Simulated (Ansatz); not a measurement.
MgTiNO:
```cif
data_MgNOTi
_chemical_formula_sum 'Ti1 N1 Mg1 O1'
_space_group_name_H-M_alt 'P4/mmm'
_space_group_IT_number 123
_space_group_name_Hall '-P 4 2'
_cell_length_a 2.98299
_cell_length_b 2.98299
_cell_length_c 4.36513
_cell_angle_alpha 90.000
_cell_angle_beta 90.000
_cell_angle_gamma 90.000
loop_
_atom_site_label
_atom_site_type_symbol
_atom_site_symmetry_multiplicity
_atom_site_Wyckoff_symbol
_atom_site_fract_x
_atom_site_fract_y
_atom_site_fract_z
_atom_site_occupancy
Ti1 Ti 1 a 0.00000 0.00000 0.00000 1
N1 N 1 c 0.50000 0.50000 0.00000 1
Mg1 Mg 1 d 0.50000 0.50000 0.50000 1
O1 O 1 b 0.00000 0.00000 0.50000 1
```

Relaxed at zero pressure with plane-wave PAW PBE (Ansatz code).

Q: The volume is raised by 6 % and shape and atoms relax at that volume. What pressure results, and how do the axes share the change?

A: -10.1 GPa; a 1.4 %, b 1.4 %, c 3.0 %; the energy rises by 19 meV/atom.

Q: Give the new structure.

A: 
Space group P4/mmm (No. 123); a = 3.0258 Å, b = 3.0258 Å, c = 4.4971 Å, α = 90.00°, β = 90.00°, γ = 90.00°

```json
[
 {"atom": "Ti", "site": "1a", "symmetry": "4/mmm", "x": "0.0000", "y": "0.0000", "z": "0.0000"},
 {"atom": "N", "site": "1c", "symmetry": "4/mmm", "x": "0.5000", "y": "0.5000", "z": "0.0000"},
 {"atom": "Mg", "site": "1d", "symmetry": "4/mmm", "x": "0.5000", "y": "0.5000", "z": "0.5000"},
 {"atom": "O", "site": "1b", "symmetry": "4/mmm", "x": "0.0000", "y": "0.0000", "z": "0.5000"}
]
```

The phase is kept; no other phase was compared at this pressure.

The start of the workflow was typed in or built on a structure type; neither database checked (COD, Materials Project) lists it. Whether it is the stable phase at ambient conditions was not checked. The cell was relaxed with PBE under the symmetry of its start; its stability against distortions is not shown here. The workflow began spin-polarised and lost its moments.

Potentials: the earlier of the program's two PAW sets.
